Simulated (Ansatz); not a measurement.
# What DFT gives for LiBeBO₃

```
Li Be B O
1.0
     4.82372   -0.01096   -0.05292
     2.35772    4.13707    0.01651
     1.83282    1.55914    5.53113
Li Be B O
2 2 2 6
Direct
  0.74193 0.12833 0.14774
  0.24941 0.87220 0.84646
  0.34542 0.72411 0.34657
  0.63043 0.28338 0.66240
  0.08765 0.38399 0.25717
  0.94068 0.57758 0.73213
  0.13431 0.68052 0.20411
  0.89931 0.29072 0.78332
  0.28780 0.07813 0.27108
  0.70575 0.87434 0.73440
  0.26722 0.57362 0.65956
  0.79172 0.40100 0.34925
```

Method: r2SCAN, no spin polarisation; PAW, plane waves to 500 eV, 4×5×3 (shifted by 0, 0, 0.5 steps) mesh, fermi-dirac occupations (width 0.1 eV) (Ansatz 0.2.0), atoms fixed.

Stress: The pressure is -3.2 GPa (compression positive), so with the atoms held at these fractions the cell would first shrink; the forces are large, so a full relaxation may end otherwise. The principal stresses -11.1, -4.5, 5.9 GPa differ, so its shape would change too.
Forces: The largest is on O12: 5.44 eV/Å, components (-4.74, 2.56, 0.71). It makes 157° with the line to a nearest neighbour, B5 at 1.34 Å, pointing away from it.
Band edges: Within 0.7 eV of the edges, the states project mainly on O p (97 %) below the gap and on B p (29 %), O p (17 %) and Li s (17 %) above it.
Electronic structure: The gap on the k mesh is 5.72 eV; the mesh may miss the band edges, so the true gap of this level can be smaller.
Formation energy: -2.54 eV an atom against the elements' usual phases (free molecules for gases, crystals otherwise, with no correction for O₂ or N₂), so it is bound against them; other compounds may still compete. Relaxing would lower it.

Origin: a strained cell with displaced atoms, so it need not be a known compound. Caveats: an odd or shifted mesh can miss the band edges, so this level's true gap may be smaller; atoms or cell far from equilibrium.
